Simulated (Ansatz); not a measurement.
LaAu2:
Space group Imma (No. 74); a = 4.7251 Å, b = 7.4146 Å, c = 8.3010 Å, α = 90.00°, β = 90.00°, γ = 90.00°

| atom | site | symmetry | x | y | z |
|---|---|---|---|---|---|
| La | 4e | mm2 | 0.0000 | 0.2500 | 0.5096 |
| Au | 8h | m.. | 0.0000 | 0.0100 | 0.1654 |
(The calculation used a cell of 6 atoms; values per cell refer to that cell.)

Relaxed with r²SCAN.

Task: Which orbitals make up the states near the Fermi level in DFT-r²SCAN in the program Ansatz with PAW potentials?

Result: Within 0.5 eV of the Fermi level: La 5d 54 %, La 6s 11 %, La 4f 8 %, Au 5d 5 %, Au 6s 5 %, outside the projected shells 15 %. Projections are on Löwdin-orthogonalised atomic valence shells; empty p or d shells of many metals are not among them.

Task: Tabulate the density of states.

Result: States/eV per cell of 6 atoms, in 0.25 eV bins, energy from the Fermi level.

| E (eV) | total | Au 5d | La 4f | La 5d |
|---|---|---|---|---|
| -7.85 | 0.01 | 0.00 | 0.00 | 0.00 |
| -7.60 | 0.25 | 0.02 | 0.00 | 0.00 |
| -7.35 | 0.47 | 0.06 | 0.00 | 0.00 |
| -7.10 | 0.79 | 0.14 | 0.00 | 0.02 |
| -6.85 | 2.92 | 1.11 | 0.01 | 0.26 |
| -6.60 | 4.46 | 2.16 | 0.01 | 0.54 |
| -6.35 | 6.63 | 4.72 | 0.02 | 0.61 |
| -6.10 | 6.80 | 4.83 | 0.02 | 0.40 |
| -5.85 | 15.75 | 13.59 | 0.06 | 0.61 |
| -5.60 | 16.09 | 14.68 | 0.05 | 0.70 |
| -5.35 | 15.13 | 13.87 | 0.05 | 0.58 |
| -5.10 | 13.59 | 12.32 | 0.05 | 0.45 |
| -4.85 | 8.78 | 7.72 | 0.03 | 0.35 |
| -4.60 | 10.79 | 9.55 | 0.04 | 0.41 |
| -4.35 | 10.79 | 9.79 | 0.04 | 0.42 |
| -4.10 | 11.40 | 10.12 | 0.04 | 0.55 |
| -3.85 | 21.05 | 19.20 | 0.07 | 0.76 |
| -3.60 | 15.40 | 13.64 | 0.09 | 0.46 |
| -3.35 | 9.47 | 6.60 | 0.06 | 0.90 |
| -3.10 | 3.80 | 1.96 | 0.03 | 0.52 |
| -2.85 | 1.31 | 0.71 | 0.01 | 0.19 |
| -2.60 | 2.04 | 1.62 | 0.01 | 0.18 |
| -2.35 | 3.09 | 1.94 | 0.03 | 0.40 |
| -2.10 | 2.10 | 0.98 | 0.04 | 0.43 |
| -1.85 | 1.81 | 0.66 | 0.04 | 0.47 |
| -1.60 | 1.56 | 0.46 | 0.04 | 0.48 |
| -1.35 | 1.47 | 0.35 | 0.05 | 0.51 |
| -1.10 | 1.36 | 0.25 | 0.05 | 0.51 |
| -0.85 | 1.57 | 0.23 | 0.06 | 0.64 |
| -0.60 | 1.78 | 0.18 | 0.08 | 0.86 |
| -0.35 | 3.23 | 0.23 | 0.17 | 1.63 |
| -0.10 | 4.69 | 0.26 | 0.30 | 2.49 |
| 0.15 | 4.59 | 0.21 | 0.39 | 2.66 |
| 0.40 | 3.81 | 0.16 | 0.47 | 2.09 |
| 0.65 | 3.12 | 0.14 | 0.51 | 1.51 |
| 0.90 | 5.73 | 0.32 | 0.94 | 3.09 |
| 1.15 | 6.94 | 0.38 | 1.41 | 3.92 |
| 1.40 | 5.53 | 0.25 | 1.91 | 2.71 |
| 1.65 | 8.81 | 0.21 | 6.71 | 1.29 |
| 1.90 | 35.24 | 0.36 | 33.14 | 1.14 |

The first step of the workflow began from a Materials Project structure, measured or hypothetical; the Crystallography Open Database copy checked does not list it. Whether it is the stable phase at ambient conditions was not checked. The cell was relaxed with r²SCAN under the symmetry of its start; its stability against distortions is not shown here. Axis ratios of metals converge slowly with the k-mesh, so a and c are less sure than the volume. Scalar-relativistic: spin–orbit coupling is off unless named, which matters more the heavier the elements.

Potentials: the later of the program's two PAW sets.
